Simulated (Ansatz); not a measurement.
CaSiAu:
```xyz
3
Lattice="4.2437 0.0000 0.0000 -2.1219 3.6752 0.0000 0.0000 0.0000 4.2103" Properties=species:S:1:pos:R:3 pbc="T T T"
Ca     0.0000     0.0000     0.0000
Si     2.1219     1.2251     2.1051
Au     0.0000     2.4501     2.1051
```

Relaxed with r²SCAN. Special points in fractions of this cell's reciprocal vectors: Γ (0.000, 0.000, 0.000); M (0.500, 0.000, 0.000); K (0.333, 0.333, 0.000); A (0.000, 0.000, 0.500); L (0.500, 0.000, 0.500); H (0.333, 0.333, 0.500).

List the band energies nearest the Fermi level at these points for DFT-r²SCAN in the program Ansatz with PAW potentials.

In eV from the Fermi level; about four levels below and three above (degenerate sets whole), none deeper than 8.9 eV; points with the same levels are listed once.

```csv
k,below,above
Γ,-5.40 -4.99 -4.99 -0.47,1.08 1.08 1.55
M,-5.17 -5.10 -4.88 -0.77,0.52 1.63 4.29
K,-5.09 -5.09 -3.86 -3.41,1.38 2.14 3.58
A,-5.13 -5.13 -4.41 -4.03,2.44 2.44 3.25 3.25
L,-4.61 -4.09 -1.19 -1.16,0.10 4.10 4.83
H,-4.16 -3.83 -2.53 -0.84,0.14 4.73 5.11
```

Space group P-6m2. The first step of the workflow began from a Materials Project structure, measured or hypothetical; the Crystallography Open Database copy checked does not list it. With Si and Au taken as one species the cell has the higher symmetry P6/mmm, so it may be an ordered model of a mixed-site phase. Whether it is the stable phase at ambient conditions was not checked. The cell was relaxed with r²SCAN under the symmetry of its start; whether a distortion lowers the energy is not shown. Scalar-relativistic: spin–orbit coupling is off unless named, which matters more the heavier the elements.

Potentials: the later of the program's two PAW sets.
